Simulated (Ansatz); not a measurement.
**Ansatz run, Pb2SBrCl**

Input file of Ansatz 0.2.0:

```yaml
crystal:
  lattice:
    - [-6.405106, 0.0, 0.0]
    - [0.0, -6.377046, 0.0]
    - [0.0, 3.188523, 6.982358]
  atoms:
    - { symbol: S, position: [0.5, 0.25, 0.5] }
    - { symbol: S, position: [0.5, 0.75, 0.5] }
    - { symbol: Br, position: [0.0, 0.25, 0.5] }
    - { symbol: Br, position: [0.0, 0.75, 0.5] }
    - { symbol: Cl, position: [0.7773, 0.25, 0.0] }
    - { symbol: Cl, position: [0.2227, 0.75, 0.0] }
    - { symbol: Pb, position: [0.77954, 0.89651, 0.29302] }
    - { symbol: Pb, position: [0.22046, 0.39651, 0.29302] }
    - { symbol: Pb, position: [0.77954, 0.60349, 0.70698] }
    - { symbol: Pb, position: [0.22046, 0.10349, 0.70698] }
  symmetry: { tolerance: 0.0003 }
kpoints:
  mp_grid: { grid: [4, 5, 5], shift: [0, 0, 0] }
  band_path:
    path:
      - [0.0, 0.0, 0.0]
      - [0.0, 0.0, -0.5]
      - [0.0, -0.39573348, -0.30213326]
      - [0.0, -0.60426652, 0.30213326]
      - [0.0, 0.0, 0.0]
      - [0.5, 0.0, 0.0]
      - [0.5, -0.60426652, 0.30213326]
      - [0.5, -0.39573348, -0.30213326]
      - [0.5, 0.0, -0.5]
      - [0.0, 0.0, -0.5]
      - [0.0, 0.0, 0.0]
    npoints: 6
magnetization:
  spin_polarized: false
scf:
  occupations: { method: methfessel_paxton, width: 0.1059 }
  lower_state_search: "off"
  max_iter: 200
hamiltonian:
  pseudopotentials: { kind: paw }
  xc: r2scan
basis:
  ecutwfc: 500
  fft_grid_basis: typed
output:
  forces: true
  stress: true
  eigenvalues: true
  bader: true
  populations: true
  elf: true
  write_potential: true
  volumetric_format: npy
  dos:
    e_range: [-12, 8]
    de: 0.05
    projected: { site_lists: { Br: [Br], Cl: [Cl], Pb: [Pb], S: [S] } }
checkpoint:
  read: saved_state
```

The run starts from an earlier solution of this cell. 

Excerpt of what it printed:

```
Pseudopotentials: kind: paw
Pseudopotential: S, paw, valence charge 6, recommended cutoff 500 eV (meta_gga), S.paw.azcp
Pseudopotential: Br, paw, valence charge 7, recommended cutoff 500 eV (meta_gga), Br.paw.azcp
Pseudopotential: Cl, paw, valence charge 7, recommended cutoff 500 eV (meta_gga), Cl.paw.azcp
Pseudopotential: Pb, paw, valence charge 14, recommended cutoff 500 eV (meta_gga), Pb.paw.azcp
Functional definition: r2SCAN
  exchange = r2scan_x(k0 = k0, k1 = k1, a1 = a1)
  correlation = r2scan_c
Crystal: 10 atoms, lattice volume = 285.199 Å³
Basis set: ecut = 500 eV, 7245 PW (Γ), exchange–correlation on 192×192×240 points (64 copies of the dense FFT grid, shifted against one another)
Bands: 58, of which v1, the nominal top of the filled ones, is band 48 counted from 1 (47 counted from 0)
Symmetry: 8 space group operations
Space group: Cmme (ITA 67), of the structure as read, at distance tolerance 2.0e-3 Å
k-points: 27 of 100
Initial density: read from a saved state, or passed on in memory by an earlier SCF of this step, an earlier step, the calling program or the single point that the run made first
Functional: x = r2scan, c = r2scan; τ floored in thin density (d = 2e-4 eV/Å³)
SCF iter   1: F=—  Δρ=1.06e-3  dr2=6.71e-3  dr2_τ=4.48e-4
SCF iter   2: F=—  S|Δr|=    0.00e0  Δρ=7.97e-4  dr2=7.32e-3  dr2_τ=2.22e-4
SCF iter   3: F=—  S|Δr|=    0.00e0  Δρ=2.86e-4  dr2=6.32e-4  dr2_τ=2.49e-5
SCF iter   4: F=—  S|Δr|=    0.00e0  Δρ=7.75e-5  dr2=2.76e-5  dr2_τ=1.67e-6
SCF iter   5: F=—  S|Δr|=    0.00e0  Δρ=2.88e-5  dr2=2.62e-6  dr2_τ=1.50e-7
SCF iter   6: F=—  S|Δr|=    0.00e0  Δρ=1.13e-5  dr2=4.79e-7  dr2_τ=3.31e-8
SCF iter   7: F=-57250.4520 eV  S|Δr|=    0.00e0  Δρ=3.25e-6  dr2=1.81e-8  dr2_τ=2.61e-9
Free energy (F): -57250.4520 eV
Harris-Foulkes:  -57250.4520 eV  (|F-HF|=2.69e-8)
Internal energy: -57250.4507 eV  (E = F + TS)
E sigma→0 (E₀):  -57250.4517 eV
Entropy (-TS):   -0.0013 eV (-0.128 meV/atom)
Fermi energy:    6.7833 eV
--- Forces (eV/Å), atoms counted from 1 ---
  atom   1  S      0.0000     0.0000     0.0000
  atom   2  S      0.0000     0.0000     0.0000
  atom   3  Br     0.0000     0.0000     0.0000
  atom   4  Br     0.0000     0.0000     0.0000
  atom   5  Cl    -0.1085     0.0000     0.0000
  atom   6  Cl     0.1085     0.0000     0.0000
  atom   7  Pb     4.2024     0.0000    -3.7220
  atom   8  Pb    -4.2024     0.0000    -3.7220
  atom   9  Pb     4.2024     0.0000     3.7220
  atom  10  Pb    -4.2024     0.0000     3.7220
--- Stress (GPa, compression-positive) ---
       12.0486       0.0000       0.0000
        0.0000      15.9191       0.0000
        0.0000       0.0000       8.7041
  P = ⅓ Tr σ = 12.2239 GPa (122.239 kbar)
--- Löwdin populations: 10 sites ---
  site symbol       q [e]
     0      S      6.4899
     1      S      6.4899
     2     Br      6.8600
     3     Br      6.8600
     4     Cl      7.5976
     5     Cl      7.5976
     6     Pb     13.4072
     7     Pb     13.4072
     8     Pb     13.4072
     9     Pb     13.4072
  spilling = 0.0050 (of n_electrons = 96.0000)
--- Bader charges: 10 sites ---
  site symbol  charge [e]  shift [e]
     0      S     -0.9506     0.0000
     1      S     -0.9506     0.0000
     2     Br     -0.4879     0.0010
     3     Br     -0.4879     0.0010
     4     Cl     -0.7908     0.0000
     5     Cl     -0.7908     0.0000
     6     Pb      1.1147     0.0005
     7     Pb      1.1147     0.0005
     8     Pb      1.1147     0.0005
     9     Pb      1.1147     0.0005
```

Origin: a known structure type with other elements, at an estimated volume, so it need not be a known compound. Caveats: atoms or cell far from equilibrium.
